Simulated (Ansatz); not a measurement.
Cl: Field gradients at the nuclei

The cell is a Materials Project structure (computed, not necessarily an observed phase), taken as it stands.

```cif
data_Cl
_symmetry_space_group_name_H-M 'P4_2/ncm:1'
_symmetry_Int_Tables_number 138
_cell_length_a 10.8155
_cell_length_b 10.8155
_cell_length_c 8.7799
_cell_angle_alpha 90.000
_cell_angle_beta 90.000
_cell_angle_gamma 90.000
loop_
_atom_site_label
_atom_site_type_symbol
_atom_site_symmetry_multiplicity
_atom_site_Wyckoff_symbol
_atom_site_fract_x
_atom_site_fract_y
_atom_site_fract_z
Cl Cl 16 j 0.5974 0.3573 0.6441
```

One atom of each set is listed.

All values are calculated (Ansatz; DFT, PBE, plane waves and PAW (field gradients read without the response of the frozen cores, which leaves them typically 4 to 6 % off), scalar-relativistic, 420 eV cutoff, Γ-centred 3×3×4 k-points, Fermi–Dirac smearing 0.05 eV), not measured.

C_Q = eQV_zz/h, which is 24.18 MHz for Q = 1 b and V_zz = 10²¹ V/m²; η = (V_xx − V_yy)/V_zz.

35Cl: I = 3/2, Q = -81.12 mb. Q values from Pyykkö, Mol. Phys. 116, 1328 (2018).

(1) Which values are expected at the nuclei?

Results:

(1) 

```tsv
site	atoms	first shell	V_xx, V_yy, V_zz (10²¹ V/m²)	η	C_Q (MHz)
Cl	16	1 Cl at 1.98 Å	-27.0, -28.0, 55.0	0.02	-108
```

The structure holds Cl–Cl bonds (1.98 Å). At Cl V_zz points along its bond to Cl (within 1°).

The largest force is 0.5 eV/Å, so the atoms aren't at the calculated equilibrium and relaxing them would move these values.

The run took 41 s of wall time (41 s of CPU time) and 1.1 GiB at its peak, on 1 thread of Intel Xeon 6975P-C (Granite Rapids) (x86_64; 16 cores open to the job, memory cap 3.0 GiB, no GPU), a shared host with a load of 0.4 a core.
